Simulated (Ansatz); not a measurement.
CaSe (rock salt, Fm-3m), LDA (plane waves, PAW; program Ansatz): ε∞ = 6.02, cell volume 48.55 Å³. Infrared-active transverse modes:

```
ω_TO (cm⁻¹)  oscillator strength S_xx (e²/amu)
-----------  ---------------------------------
191.6                                   0.2079
```

Task: Compute the static dielectric constant.

Result: Each mode adds (4.921e7/V) S/ω²: 5.74. So ε0 = 11.8.

Task: What LO frequency does the Lyddane–Sachs–Teller relation give?

Result: ω_LO = ω_TO √(ε0/ε∞) = 268 cm⁻¹.

The LDA relaxation kept the symmetry of its start; phonons on a q-mesh show no instability. Scalar-relativistic: spin–orbit coupling is off unless named, which matters more the heavier the elements.

Potentials: the later of the program's two PAW sets.
